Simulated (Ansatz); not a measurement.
MgCdS2 in space group P4/mmm (No. 123; Mg on 1d, Cd on 1a, S on 1b, S on 1c) at seven volumes, LDA in the plane-wave PAW code Ansatz, shape and atoms relaxed at each. One row is withheld.

```
V (Å³/atom)  P (GPa)
-----------  -------
16.512             ?
17.057          6.28
17.601          2.88
18.146          0.00
18.690         -2.44
19.234         -4.52
19.779         -6.28
```

Q: Fit the shown pressures and predict the withheld one.

A: P = (3/2)B₀(x^(7/2) − x^(5/2))[1 + (3/4)(B′ − 4)(x − 1)] with x = (V₀/V)^(2/3). Least squares on the six rows gives V₀ = 18.146 Å³/atom, B₀ = 88.3 GPa, B′ = 4.47. At V = 16.512, x = 1.0649 and P = 10.29 GPa. The run itself gave 10.28 GPa.

The workflow started from a Materials Project entry (that database holds measured and hypothetical structures alike); the Crystallography Open Database copy checked does not list it. With Mg and Cd taken as one species the cell has the higher symmetry Fm-3m, so it may be an ordered model of a mixed-site phase. Its standing as an ambient phase is unchecked. Symmetry was held in the LDA relaxation; of distortions, only those at the zone centre were tested.

Potentials: the later of the program's two PAW sets.
